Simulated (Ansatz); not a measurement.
**BaTiO$_{3}$: computed DOS**

Space group Pm-3m (No. 221). a = 4.007 Å, b = 4.007 Å, c = 4.007 Å, α = 90.00°, β = 90.00°, γ = 90.00°
```tsv
atom	site	symmetry	x	y	z
Ba	1b	m-3m	0.5000	0.5000	0.5000
Ti	1a	m-3m	0.0000	0.0000	0.0000
O	3d	4/mm.m	0.5000	0.0000	0.0000
```

The runs use the primitive cell with vectors (4.007, 0.000, 0.000), (0.000, 4.007, 0.000), (0.000, 0.000, 4.007) Å, to which the k mesh refers.

The geometry is COD entry 1507757, unchecked; take it as a test cell.

Spin–orbit coupling is left out, though it moves levels of the heavy atoms by tenths of an eV or more.

All numbers below come from Ansatz 0.2.0, DFT, LDA, all-electron LAPW, scalar-relativistic.

Sampling and basis: a Γ-centred 8×8×8 k mesh, Fermi–Dirac smearing of 0.05 eV, basis error target 1 meV/atom, no spin polarisation.

Problem. Which of the resolved shells contributes most in the top eV of the valence band?

Solution. O 2p, with 93 % of all states there; Ti 3d follows with 2 %.

Problem. Where is the centre of the filled Ti 3d states between -13 eV and the top of the filled states?

Solution. -2.97 eV from the valence-band top.

Problem. Tabulate the density of states.

Solution. States per eV and cell, averaged over 0.6 eV, from -9.9 to 4.3 eV, with energies (bin centres) from the valence-band top; empty bins are left out. The partial columns, the largest 4 alone, are projections on Löwdin-orthogonalised atomic shells (those that the program's projection atoms carry: the occupied ones and, for some elements, an empty d or f shell; other empty shells have no column), summed over atoms of an element. Weights on diffuse s and p shells depend on that basis and aren't pure angular character.
```
E (eV)  total  O 2p  Ti 3d  Ba 5p  O 2s
  -9.7   7.56  0.39   0.07   6.88  0.19
  -9.1   1.37  0.02   0.01   1.28  0.06
  -4.3   1.21  0.92   0.14   0.00  0.01
  -3.7   3.43  2.41   0.77   0.02  0.01
  -3.1   4.14  3.08   0.76   0.07  0.03
  -2.5   6.70  5.17   0.97   0.30  0.02
  -1.9   3.01  2.42   0.40   0.08  0.01
  -1.3   3.04  2.72   0.14   0.03  0.02
  -0.7   6.62  6.10   0.19   0.13  0.03
  -0.1   1.86  1.79   0.02   0.01  0.00
   1.7   0.15  0.00   0.15   0.00  0.00
   2.3   1.39  0.14   1.22   0.00  0.00
   2.9   2.41  0.41   1.92   0.00  0.00
   3.5   4.96  1.03   3.72   0.00  0.00
   4.1   1.56  0.26   1.16   0.00  0.05
```
